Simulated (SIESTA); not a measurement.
**Moving the starting magnetic order in CsLiCr2Te2S3**

```yaml
crystal:
  lattice:
    - [3.31929, 1.91639, 6.87982]
    - [-3.31929, 1.91639, 6.87982]
    - [0.00000, -3.83279, 6.87982]
  atoms:
    - { symbol: Cs, position: [0.00000, 0.00000, 0.00000] }
    - { symbol: Li, position: [0.50000, 0.50000, 0.50000] }
    - { symbol: Cr, position: [0.79848, 0.79848, 0.79848] }
    - { symbol: Cr, position: [0.20152, 0.20152, 0.20152] }
    - { symbol: Te, position: [0.67990, 0.67990, 0.67990] }
    - { symbol: Te, position: [0.32010, 0.32010, 0.32010] }
    - { symbol: S, position: [0.13626, 0.86374, 0.50000] }
    - { symbol: S, position: [0.50000, 0.13626, 0.86374] }
    - { symbol: S, position: [0.86374, 0.50000, 0.13626] }
```

The cell comes from a database or a generator and needn't be the stable form of this composition.

Kept alike: task single point; functional PBE; k mesh 5 × 5 × 5; occupations fermi-dirac, width 0.05 eV. Program: SIESTA, files PseudoDojo sr-pbe-0.4.1-standard, DZP (energy shift 0.003 Ry; two zetas on semicore shells; d shell added on Cs). The mesh is that of the run's cell of 9 atoms. No spin-orbit coupling.

```csv
starting magnetic order,largest site moment (μB),moment of the cell (μB),free energy over the lowest row (meV/atom)
afm,2.25,0.00,38.02
ferri,2.25,0.00,38.02
fm,2.70,4.00,0.00
fm_larger,2.70,4.00,0.00
nm,0.00,0.00,112.95
```

The runs hold the magnetic state that their start led to, which needn't be the lowest. Site moments are Mulliken populations, which hang on the basis.

What does the starting magnetic order change here?

The largest site moment runs from 0.00 (nm) to 2.70 μB (fm; fm_larger). The moment of the cell runs from 0.00 (afm; ferri; nm) to 4.00 μB (fm; fm_larger). The free energy is lowest at fm; fm_larger, and 112.95 meV an atom higher at nm. Starts that end at one energy have found one state: afm; ferri | fm; fm_larger.
